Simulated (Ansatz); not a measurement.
**Structures of SbP2: which is lowest?**

Plane-wave DFT in Ansatz with scalar-relativistic PAW potentials, cutoff 420 eV, Γ-centred meshes chosen by cell and gap, Gaussian smearing with energies taken to zero width. Every cell was relaxed (cell and atoms) in a run of its own, within the symmetry of its start. Functional: PBE.

Relaxed structures (starts from databases or built by putting these elements on another compound's sites):
A. P2_1/m, 6 atoms in the computed cell, a = 4.774 Å, b = 4.139 Å, c = 7.204 Å, β = 105.6°; sites (symmetry × multiplicity) Sb m × 2, P m × 2 + m × 2; start: built
B. P1, 6 atoms in the computed cell, a = 5.422 Å, b = 5.455 Å, c = 5.981 Å, α = 91.9°, β = 90.8°, γ = 116.9°; sites (symmetry × multiplicity) Sb 1 × 1 + 1 × 1, P 1 × 1 + 1 × 1 + 1 × 1 + 1 × 1; start: built
C. P6/mmm, 3 atoms in the computed cell, a = 4.269 Å, c = 3.691 Å; sites (symmetry × multiplicity) Sb 6/mmm × 1, P -6m2 × 2; start: built
D. Fm-3m, 3 atoms in the computed cell, a = 6.490 Å; sites (symmetry × multiplicity) Sb m-3m × 4, P -43m × 8; start: built

Rank them by energy. Could pressure change the order?

```csv
structure,group,E − E(lowest) (meV/atom),V (Å³/atom),gap on mesh (eV)
A,P2_1/m,0.0,22.85,0.00
B,P1,29.6,26.26,0.18
C,P6/mmm,352,19.42,0.00
D,Fm-3m,552,22.78,0.00
```

A is lowest, 30 meV/atom under B. C is denser by 3.44 Å³/atom, so pressure favours it: ΔE/ΔV, with ΔE in eV and 1 eV/Å³ = 160.2 GPa, gives about 16 GPa for equal enthalpy if both cells were rigid; at such pressures compression changes ΔV much, so this is a scale only. Other structures may lie lower than all of these, and vibrations aren't counted.

Spin-orbit coupling is left out, which matters for the bands of heavy elements.